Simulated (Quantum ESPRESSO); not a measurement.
# Zr6ScAl: one run as intended and one with a planted mistake

A calculation, not a measurement. The program is pw.x of Quantum ESPRESSO 7.5 (plane-wave density functional theory). The cell is made up: eight metal atoms on a face-centred cubic lattice, with elements, volume, strain and displacements drawn at random and not relaxed, so it may be unstable or far from any real phase. PseudoDojo standard norm-conserving files set the functional (PBE unless stated); there is no spin polarisation or spin-orbit coupling, the Fermi-Dirac width of 0.25 eV means electrons at about 2900 K, and the masses in the input are unused placeholders. A spin test at this wide smearing found no moment, but such smearing suppresses magnetism that the real alloy may have.

Intended input:

```
&control calculation='scf', pseudo_dir='./dojo.nc.sr.pbe.v0_5.standard.upf', outdir='./o', disk_io='medium', tprnfor=.true., tstress=.true. /
&system ibrav=0, nat=8, ntyp=3, nbnd=60, ecutwfc=84.00895049, nosym=.true., tot_charge=0,
 occupations='smearing', smearing='fd', degauss=0.0183746611
/
&electrons conv_thr=1.470e-08, electron_maxstep=70, mixing_beta=0.5 /
ATOMIC_SPECIES
Al 1.0 Al.upf
Sc 1.0 Sc.upf
Zr 1.0 Zr.upf
CELL_PARAMETERS angstrom
-0.0077 2.2879 2.2957
-4.4709 0.0695 -0.0541
0.2473 -9.1928 9.2238
ATOMIC_POSITIONS angstrom
Zr -0.0638 0.0171 -0.0123
Zr 0.1228 -2.3047 2.3221
Sc 0.1569 -4.59 4.6174
Zr 0.2847 -6.9165 6.97
Zr -2.2471 0.2967 2.233
Al -2.0828 -2.4679 4.5544
Zr -2.0834 -4.6141 7.0189
Zr -2.0792 -6.9401 9.3652
K_POINTS automatic
7 5 2 1 1 1
```

The log is shortened where brackets say so; the opening notice, blank lines, dates and the lines on written files are dropped, and the path of the files is cut. It prints rydbergs, bohrs and kilobars, and counts compression as positive stress. Its total energy is the free energy E - TS of the whole cell.

Log of the intended run:

```
     Program PWSCF v.7.5
     Parallel version (MPI & OpenMP), running on       1 processor cores
     Number of MPI processes:                 1
     Threads/MPI process:                     1
     [start-up lines left out]
     bravais-lattice index     =            0
     lattice parameter (alat)  =       6.1248  a.u.
     unit-cell volume          =    1272.9538 (a.u.)^3
     number of atoms/cell      =            8
     number of atomic types    =            3
     number of electrons       =        86.00
     number of Kohn-Sham states=           60
     kinetic-energy cutoff     =      84.0090  Ry
     charge density cutoff     =     336.0358  Ry
     scf convergence threshold =      1.5E-08
     mixing beta               =       0.5000
     number of iterations used =            8  plain     mixing
     Exchange-correlation= PBE
                           (   1   4   3   4   0   0   0)
     [axes and pseudopotential details left out]
   Cartesian axes
     site n.     atom                  positions (alat units)
         1        Zr     tau(   1) = (  -0.0196846   0.0052760  -0.0037950  )
         2        Zr     tau(   2) = (   0.0378883  -0.7110839   0.7164524  )
         3        Sc     tau(   3) = (   0.0484094  -1.4161822   1.4246361  )
         4        Zr     tau(   4) = (   0.0878403  -2.1339921   2.1504988  )
         5        Zr     tau(   5) = (  -0.6933122   0.0915428   0.6889618  )
         6        Al     tau(   6) = (  -0.6426197  -0.7614370   1.4051983  )
         7        Zr     tau(   7) = (  -0.6428048  -1.4236179   2.1655863  )
         8        Zr     tau(   8) = (  -0.6415089  -2.1412736   2.8895053  )
     number of k points=    35  Fermi-Dirac smearing, width (Ry)=  0.0184
                       cart. coord. in units 2pi/alat
        k(    1) = (  -0.0735614   0.0054076   0.0952081), wk =   0.0571429
        k(    2) = (  -0.0711273   0.0935887   0.0073348), wk =   0.0571429
     [further k points left out]
     Dense  grid:   132405 G-vectors     FFT dimensions: (  36,  50, 144)
     Estimated max dynamical RAM per process >     198.28 MB
     Initial potential from superposition of free atoms
     starting charge      85.9807, renormalised to      86.0000
     Starting wfcs are   74 randomized atomic wfcs
     total cpu time spent up to now is       27.7 secs
     per-process dynamical memory:   113.3 Mb
     Self-consistent Calculation
     iteration #  1     ecut=    84.01 Ry     beta= 0.50
     Davidson diagonalization with overlap
     ethr =  1.00E-02,  avg # of iterations =  2.5
     total cpu time spent up to now is       72.3 secs
     total energy              =    -706.82132279 Ry
     estimated scf accuracy    <       3.04357913 Ry
     iteration #  2     ecut=    84.01 Ry     beta= 0.50
     Davidson diagonalization with overlap
     ethr =  3.54E-03,  avg # of iterations =  6.5
     total cpu time spent up to now is      162.4 secs
     total energy              =    -703.47992775 Ry
     estimated scf accuracy    <     231.00482419 Ry
     [iterations 3 to 16 left out]
     iteration # 17     ecut=    84.01 Ry     beta= 0.50
     Davidson diagonalization with overlap
     ethr =  1.24E-09,  avg # of iterations =  1.0
     total cpu time spent up to now is      871.8 secs
     total energy              =    -708.94649789 Ry
     estimated scf accuracy    <       0.00000010 Ry
     iteration # 18     ecut=    84.01 Ry     beta= 0.50
     Davidson diagonalization with overlap
     ethr =  1.19E-10,  avg # of iterations =  3.1
     total cpu time spent up to now is      916.5 secs
     End of self-consistent calculation
     [lines on levels left out]
!    total energy              =    -708.94649789 Ry
     estimated scf accuracy    <       0.00000001 Ry
     smearing contrib. (-TS)   =      -0.15722133 Ry
     internal energy E=F+TS    =    -708.78927655 Ry
     The total energy is F=E-TS. E is the sum of the following terms:
     one-electron contribution =    -251.58890325 Ry
     hartree contribution      =     154.51164246 Ry
     xc contribution           =    -138.37162013 Ry
     ewald contribution        =    -473.34039563 Ry
     convergence has been achieved in  18 iterations
     Forces acting on atoms (cartesian axes, Ry/au):
     atom    1 type  3   force =     0.00562307    0.00810823    0.01697400
     atom    2 type  3   force =    -0.00382526   -0.00545066    0.00611300
     atom    3 type  2   force =     0.00119835    0.00379779   -0.00977126
     atom    4 type  3   force =    -0.02454453    0.00294604    0.00609767
     atom    5 type  3   force =    -0.00431023   -0.05975085    0.03765302
     atom    6 type  1   force =    -0.00238756    0.01995554   -0.00148118
     atom    7 type  3   force =     0.01278435    0.00173628   -0.01104299
     atom    8 type  3   force =     0.01546181    0.02865763   -0.04454226
     Total force =     0.099861     Total SCF correction =     0.000519
     Computing stress (Cartesian axis) and pressure
          total   stress  (Ry/bohr**3)                   (kbar)     P=      -15.69
  -0.00012552   0.00009690  -0.00007999          -18.47       14.26      -11.77
   0.00009690  -0.00010475  -0.00000419           14.26      -15.41       -0.62
  -0.00007999  -0.00000419  -0.00008963          -11.77       -0.62      -13.19
     init_run     :     25.89s CPU     27.53s WALL (       1 calls)
     electrons    :    839.59s CPU    888.87s WALL (       1 calls)
     forces       :      5.93s CPU      6.03s WALL (       1 calls)
     stress       :     22.20s CPU     23.10s WALL (       1 calls)
     [timing details left out]
     PWSCF        :  14m53.93s CPU  15m46.68s WALL
     JOB DONE.
```

A second run has one planted mistake: two atoms have their elements exchanged. The input lines that differ:

```
- Zr 0.2847 -6.9165 6.97
+ Al 0.2847 -6.9165 6.97
- Al -2.0828 -2.4679 4.5544
+ Zr -2.0828 -2.4679 4.5544
```

Its log:

```
     Program PWSCF v.7.5
     Parallel version (MPI & OpenMP), running on       1 processor cores
     Number of MPI processes:                 1
     Threads/MPI process:                     1
     [start-up lines left out]
     bravais-lattice index     =            0
     lattice parameter (alat)  =       6.1248  a.u.
     unit-cell volume          =    1272.9538 (a.u.)^3
     number of atoms/cell      =            8
     number of atomic types    =            3
     number of electrons       =        86.00
     number of Kohn-Sham states=           60
     kinetic-energy cutoff     =      84.0090  Ry
     charge density cutoff     =     336.0358  Ry
     scf convergence threshold =      1.5E-08
     mixing beta               =       0.5000
     number of iterations used =            8  plain     mixing
     Exchange-correlation= PBE
                           (   1   4   3   4   0   0   0)
     [axes and pseudopotential details left out]
   Cartesian axes
     site n.     atom                  positions (alat units)
         1        Zr     tau(   1) = (  -0.0196846   0.0052760  -0.0037950  )
         2        Zr     tau(   2) = (   0.0378883  -0.7110839   0.7164524  )
         3        Sc     tau(   3) = (   0.0484094  -1.4161822   1.4246361  )
         4        Al     tau(   4) = (   0.0878403  -2.1339921   2.1504988  )
         5        Zr     tau(   5) = (  -0.6933122   0.0915428   0.6889618  )
         6        Zr     tau(   6) = (  -0.6426197  -0.7614370   1.4051983  )
         7        Zr     tau(   7) = (  -0.6428048  -1.4236179   2.1655863  )
         8        Zr     tau(   8) = (  -0.6415089  -2.1412736   2.8895053  )
     number of k points=    35  Fermi-Dirac smearing, width (Ry)=  0.0184
                       cart. coord. in units 2pi/alat
        k(    1) = (  -0.0735614   0.0054076   0.0952081), wk =   0.0571429
        k(    2) = (  -0.0711273   0.0935887   0.0073348), wk =   0.0571429
     [further k points left out]
     Dense  grid:   132405 G-vectors     FFT dimensions: (  36,  50, 144)
     Estimated max dynamical RAM per process >     198.28 MB
     Initial potential from superposition of free atoms
     starting charge      85.9807, renormalised to      86.0000
     Starting wfcs are   74 randomized atomic wfcs
     total cpu time spent up to now is       19.6 secs
     per-process dynamical memory:   113.3 Mb
     Self-consistent Calculation
     iteration #  1     ecut=    84.01 Ry     beta= 0.50
     Davidson diagonalization with overlap
     ethr =  1.00E-02,  avg # of iterations =  2.5
     total cpu time spent up to now is       67.9 secs
     total energy              =    -708.07077859 Ry
     estimated scf accuracy    <       1.30656661 Ry
     iteration #  2     ecut=    84.01 Ry     beta= 0.50
     Davidson diagonalization with overlap
     ethr =  1.52E-03,  avg # of iterations =  7.8
     total cpu time spent up to now is      128.5 secs
     total energy              =    -704.57420753 Ry
     estimated scf accuracy    <     182.76593404 Ry
     [iterations 3 to 18 left out]
     iteration # 19     ecut=    84.01 Ry     beta= 0.50
     Davidson diagonalization with overlap
     ethr =  2.74E-10,  avg # of iterations =  1.1
     total cpu time spent up to now is      818.1 secs
     total energy              =    -708.94615008 Ry
     estimated scf accuracy    <       0.00000002 Ry
     iteration # 20     ecut=    84.01 Ry     beta= 0.50
     Davidson diagonalization with overlap
     ethr =  2.84E-11,  avg # of iterations =  2.3
     total cpu time spent up to now is      855.0 secs
     End of self-consistent calculation
     [lines on levels left out]
!    total energy              =    -708.94615008 Ry
     estimated scf accuracy    <          8.7E-10 Ry
     smearing contrib. (-TS)   =      -0.15848857 Ry
     internal energy E=F+TS    =    -708.78766151 Ry
     The total energy is F=E-TS. E is the sum of the following terms:
     one-electron contribution =    -218.81667369 Ry
     hartree contribution      =     138.11774602 Ry
     xc contribution           =    -138.34867129 Ry
     ewald contribution        =    -489.74006255 Ry
     convergence has been achieved in  20 iterations
     Forces acting on atoms (cartesian axes, Ry/au):
     atom    1 type  3   force =     0.00773229    0.01219280    0.01491741
     atom    2 type  3   force =    -0.00545761    0.00056516   -0.00547005
     atom    3 type  2   force =     0.00083682   -0.02063809    0.00593350
     atom    4 type  1   force =    -0.01525271   -0.00075011    0.00482047
     atom    5 type  3   force =    -0.00189666   -0.05489328    0.03574220
     atom    6 type  3   force =    -0.00044245    0.02392834    0.00291413
     atom    7 type  3   force =     0.00710974   -0.01164947    0.00749844
     atom    8 type  3   force =     0.00737058    0.05124465   -0.06635611
     Total force =     0.115805     Total SCF correction =     0.000074
     Computing stress (Cartesian axis) and pressure
          total   stress  (Ry/bohr**3)                   (kbar)     P=      -18.46
  -0.00012602   0.00009388  -0.00007701          -18.54       13.81      -11.33
   0.00009388  -0.00013032   0.00001346           13.81      -19.17        1.98
  -0.00007701   0.00001346  -0.00012008          -11.33        1.98      -17.66
     init_run     :     17.98s CPU     19.47s WALL (       1 calls)
     electrons    :    761.12s CPU    835.50s WALL (       1 calls)
     forces       :      6.47s CPU      6.57s WALL (       1 calls)
     stress       :     27.42s CPU     28.52s WALL (       1 calls)
     [timing details left out]
     PWSCF        :  13m33.33s CPU  14m51.40s WALL
     JOB DONE.
```

|  | intended run | run with the mistake |
| --- | --- | --- |
| free energy (eV) | -9645.708 | -9645.704 |
| entropy term -TS, part of it (eV) | -2.139 | -2.156 |
| pressure (GPa) | -1.57 | -1.85 |
| size of the largest force component (eV/Å) | 1.536 | 1.706 |
| largest change of a force component (eV/Å) |  | 0.628 |
| iterations | 18 | 20 |

For scale, a rerun of the intended cell at a higher cutoff and on a denser mesh moved values by no more than 0.002 eV in energy, 0.06 GPa in stress and 0.008 eV/Å in force, and a second program with other atomic files agreed on that cell to 2 % rms in force and 0.5 GPa in pressure.